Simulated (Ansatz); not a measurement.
ZrC:
```
ZrC
1.0
    0.00000     2.35569     2.35569
    2.35569     0.00000     2.35569
    2.35569     2.35569     0.00000
C Zr
1 1
Direct
  0.00000   0.00000   0.00000
  0.50000   0.50000   0.50000
```

Relaxed with r²SCAN. Special points in fractions of this cell's reciprocal vectors: Γ (0.000, 0.000, 0.000); X (0.500, 0.000, 0.500); U (0.625, 0.250, 0.625); K (0.375, 0.375, 0.750); L (0.500, 0.500, 0.500); W (0.500, 0.250, 0.750).

Task: List the band energies nearest the Fermi level at these points for the program Ansatz at the r²SCAN with spin–orbit coupling level (PAW).

Result: In eV from the Fermi level; about four levels below and three above (degenerate sets whole), none deeper than 8.9 eV; points with the same levels are listed once.

```json
[
 {"k": "Γ", "below": "–", "above": "0.82 0.82 0.88 0.88 0.88 0.88"},
 {"k": "X", "below": "-0.12 -0.12 0.00 0.00", "above": "4.51 4.51 5.82 5.82"},
 {"k": "U", "below": "-2.47 -2.47 -1.75 -1.75", "above": "1.62 1.62 5.09 5.09"},
 {"k": "L", "below": "-3.16 -3.16 -3.14 -3.14", "above": "4.70 4.70 4.71 4.71"},
 {"k": "W", "below": "-2.56 -2.56 -2.42 -2.42", "above": "3.45 3.45 3.47 3.47"}
]
```

Space group Fm-3m (rock salt). The r²SCAN relaxation kept the symmetry of its start; of distortions, only those at the zone centre were tested. The run is not spin-polarised.

Potentials: the later of the program's two PAW sets.
